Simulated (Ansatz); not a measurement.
Ga4Sb3As as one 8-atom ordering on the wurtzite lattice, 8 atoms and 112 valence electrons in a cell of about 219 Å³, was run 6 times in the plane-wave code Ansatz, each time on 4 threads of Arm Neoverse V1, on a shared host. The times are single readings and vary with the host's load.

```json
{"run": "relaxation, PBE", "k mesh": "6×6×2", "irreducible k": "14", "cutoff (eV)": "420", "plane waves": "4445", "bands": "68", "SCF iterations": "46", "wall time": "34 s", "peak host memory (GiB)": "0.77"}
{"run": "relaxation, r2SCAN", "k mesh": "6×6×2", "irreducible k": "14", "cutoff (eV)": "500", "plane waves": "5589", "bands": "68", "SCF iterations": "41", "wall time": "64 s", "peak host memory (GiB)": "1.2"}
{"run": "bands, PBE", "k mesh": "12×12×2", "irreducible k": "38", "cutoff (eV)": "420", "plane waves": "4253", "bands": "62", "SCF iterations": "9", "wall time": "38 s", "peak host memory (GiB)": "1.1"}
{"run": "single point, r2SCAN", "k mesh": "12×12×2", "irreducible k": "38", "cutoff (eV)": "500", "plane waves": "5589", "bands": "62", "SCF iterations": "9", "wall time": "45 s", "peak host memory (GiB)": "1.3"}
{"run": "single point, HSE06", "k mesh": "6×6×2", "irreducible k": "14", "cutoff (eV)": "420", "plane waves": "4253", "bands": "62", "SCF iterations": "30", "wall time": "6 min", "peak host memory (GiB)": "5.6"}
{"run": "single point, PBE+SOC", "k mesh": "12×12×2", "irreducible k": "38", "cutoff (eV)": "420", "plane waves": "4253", "bands": "124", "SCF iterations": "11", "wall time": "3.2 min", "peak host memory (GiB)": "3.3"}
```

The slowest run (single point, HSE06) took about 11 times as long as the quickest (relaxation, PBE).

Only the levels marked +SOC include spin-orbit coupling.

Small gaps with spin-orbit coupling can be splittings of inverted bands, not the fundamental gap; semilocal functionals often invert bands that the real crystal keeps in order.
